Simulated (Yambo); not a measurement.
# LiBH4: sweep of GW parameters

G0W0@LDA for LiBH4 (space group Ama2, No. 40) in Yambo. Reference settings: 2×4×4 Γ-centred k mesh, bands 3 to 177 and a 8 Ry block in the screening, 177 bands in G with the Bruneval-Gonze terminator, plasmon pole fitted at 27.2 eV. The LDA gap (0, 0, 0.25) → (0, -0.5, -0.5) on this mesh is 4.97 eV; G0W0 gaps are taken between the same points.

| change from the reference | G0W0 gap (0, 0, 0.25) → (0, -0.5, -0.5) (eV) | shift of the valence edge (eV) | rough Yambo cost |
|---|---|---|---|
| reference settings | 7.87 | -1.82 | 1 |
| 60 bands in W, 60 bands in G | 7.80 | -1.57 | within a factor of two |
| 93 bands in W, 93 bands in G | 7.83 | -1.70 | within a factor of two |
| 135 bands in W, 135 bands in G | 7.86 | -1.78 | within a factor of two |
| wavefunctions cut at 10 Ry | 7.85 | -1.74 | about 1/3 |
| exchange cut at 10 Ry | 7.87 | -1.77 | – |
| 60 bands in W, 60 bands in G, 3 Ry block | 7.49 | -1.35 | about 1/5 |
| 93 bands in W, 93 bands in G, 2 Ry block | 7.38 | -1.33 | about 1/3 |
| 60 bands in W, 60 bands in G, 6 Ry block | 7.75 | -1.53 | about 1/3 |
| 93 bands in W, 93 bands in G, 3 Ry block | 7.46 | -1.40 | about 1/3 |
| 93 bands in W, 93 bands in G, 6 Ry block | 7.77 | -1.64 | within a factor of two |
| 6 Ry block | 7.79 | -1.74 | within a factor of two |
| 4×4×4 mesh | 7.88 | -1.84 | about 3× |
| 60 bands in W, 60 bands in G, no terminator | 7.69 | -1.35 | within a factor of two |
| 3 Ry block, no terminator | 7.45 | -1.43 | within a factor of two |

The reference isn't shown to be the converged limit. Costs are rough (shared machines), scaled to the same edge states, and given only for runs that recompute the screening.

Geometry of the Materials Project entry, not relaxed at this level; primitive cell a = 6.3952 Å, b = 3.9636 Å, c = 3.9636 Å, α = 90.54°, β = 90.00°, γ = 90.00°.

The structure is a Materials Project entry; no match was found in the copy of COD used, and its stability was not checked.

A shift is the quasiparticle energy of the state minus its LDA energy.
